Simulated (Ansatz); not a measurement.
CaSn₂O₂:
```yaml
crystal:
  lattice:
    - [3.73165, 0.00000, 0.00000]
    - [0.00000, 3.73165, 0.00000]
    - [0.00000, 0.00000, 7.90802]
  atoms:
    - { symbol: Sn, position: [0.00000, 0.50000, 0.15274] }
    - { symbol: Sn, position: [0.50000, 0.00000, 0.84726] }
    - { symbol: O, position: [0.50000, 0.50000, 0.00000] }
    - { symbol: O, position: [0.00000, 0.00000, 0.00000] }
    - { symbol: Ca, position: [0.00000, 0.00000, 0.50000] }
```

Relaxed with PBE+D3(BJ). Special points in fractions of this cell's reciprocal vectors: Γ (0.000, 0.000, 0.000); X (0.000, 0.500, 0.000); M (0.500, 0.500, 0.000); Z (0.000, 0.000, 0.500); R (0.000, 0.500, 0.500); A (0.500, 0.500, 0.500).

List the band energies nearest the Fermi level at these points for PBE+D3(BJ) with spin–orbit coupling (plane waves, PAW; program Ansatz).

In eV from the Fermi level; about four levels below and three above (degenerate sets whole), none deeper than 8.9 eV; points with the same levels are listed once.

```tsv
k	below	above
Γ	-2.49 -2.49 -1.27 -1.27	1.18 1.18 1.72 1.72
X	-0.35 -0.35 -0.04 -0.04	1.11 1.11 2.23 2.23
M	-0.50 -0.50 -0.34 -0.34	1.80 1.80 1.81 1.81
Z	-3.36 -3.36 -0.05 -0.05	0.97 0.97 1.72 1.72
R	-0.43 -0.43 -0.43 -0.43	1.38 1.38 2.38 2.38
A	-2.74 -2.74 -2.74 -2.74	0.01 0.01 0.59 0.59
```

Space group P-4m2. A made-up cell: these elements were put on the sites of a structure type; neither database checked (COD, Materials Project) lists it. Whether it is the stable phase at ambient conditions was not checked. The PBE+D3(BJ) relaxation kept the symmetry of its start. At this level the phase is mechanically unstable.

Potentials: the later of the program's two PAW sets.
